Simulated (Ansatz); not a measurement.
Relaxed-ion elastic tensor of GeSe in space group Pnma (No. 62; Ge on 4c, Se on 4c) in GPa (Voigt order), plane-wave PAW LDA (Ansatz code); density 5.88 g/cm³, 21.39 Å³ per atom.

```
      1     2     3     4     5     6
-  ----  ----  ----  ----  ----  ----
1  78.5   8.5  22.1   0.0   0.0   0.0
2   8.5   107  46.7   0.0   0.0   0.0
3  22.1  46.7  51.9   0.0   0.0   0.0
4   0.0   0.0   0.0  53.9   0.0   0.0
5   0.0   0.0   0.0   0.0  25.9   0.0
6   0.0   0.0   0.0   0.0   0.0  16.2
```

### Question
Is the crystal mechanically stable?

### Answer
Yes: the smallest eigenvalue of C is 16.2 GPa.

### Question
Work out the Voigt, Reuss and Hill averages.

### Answer
K_V = 43.5, K_R = 40.5, K_H = 42.0; G_V = 29.9, G_R = 21.0, G_H = 25.4 GPa.

### Question
Give Young's modulus, Poisson's ratio, Pugh's ratio and the universal anisotropy index.

### Answer
E = 9KG/(3K + G) = 63.5 GPa; ν = 0.25; K/G = 1.65 (near the Pugh limit of 1.75, no verdict); A_U = 5G_V/G_R + K_V/K_R − 6 = 2.17.

### Question
Estimate the sound speeds and the Debye temperature.

### Answer
v_l = √((K + 4G/3)/ρ) = 3590 m/s, v_t = √(G/ρ) = 2080 m/s, mean 2310 m/s; Θ = (h/k)(3n/4πV)^(1/3) v_m = 248 K.

### Question
How much does each axis shrink under pressure?

### Answer
Linear compressibilities β_i = Σ_j S_ij (j = 1 to 3): x 8.8, y 3.1, z 13 per TPa.

Symmetry was held in the LDA relaxation. A crystal of weakly bound layers computed without a dispersion correction: the cell and the soft elastic constants depend strongly on that.

Potentials: the later of the program's two PAW sets.
